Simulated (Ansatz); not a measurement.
ZrGeSe:
```
ZrGeSe
1.0
    3.65712     0.00000     0.00000
    0.00000     3.65712     0.00000
    0.00000     0.00000     8.18639
Zr Ge Se
2 2 2
Direct
  0.00000   0.50000   0.73658
  0.50000   0.00000   0.26342
  0.00000   0.00000   0.00000
  0.50000   0.50000   0.00000
  0.50000   0.00000   0.61994
  0.00000   0.50000   0.38006
```

Relaxed with LDA. Special points in fractions of this cell's reciprocal vectors: Γ (0.000, 0.000, 0.000); X (0.000, 0.500, 0.000); M (0.500, 0.500, 0.000); Z (0.000, 0.000, 0.500); R (0.000, 0.500, 0.500); A (0.500, 0.500, 0.500).

Task: List the band energies nearest the Fermi level at these points for DFT-LDA in the program Ansatz with PAW potentials.

Result: In eV from the Fermi level; about four levels below and three above (degenerate sets whole), none deeper than 8.9 eV; points with the same levels are listed once.

| k | below | above |
|---|---|---|
| Γ | -1.73 -1.73 -0.79 -0.31 | 0.20 1.11 1.26 |
| X | -1.88 -1.88 -0.64 -0.64 | 0.60 0.60 1.89 1.89 |
| M | -3.66 -3.66 -2.29 -2.29 | 2.77 2.77 2.79 2.79 |
| Z | -2.82 -2.56 -1.65 -1.65 | 0.12 0.74 1.15 |
| R | -1.80 -1.80 -0.36 -0.36 | 0.80 0.80 1.80 1.80 |
| A | -3.50 -3.50 -2.28 -2.28 | 1.36 1.36 2.77 2.77 |

Space group P4/nmm. The workflow started from a Materials Project entry (that database holds measured and hypothetical structures alike); the Crystallography Open Database files this formula in space group No. 129, but the cells were not matched. Its standing as an ambient phase is unchecked. Symmetry was held in the LDA relaxation; its stability against distortions is not shown here. No spin polarisation was allowed. Spin–orbit coupling is left out wherever it is not named.

Potentials: the later of the program's two PAW sets.
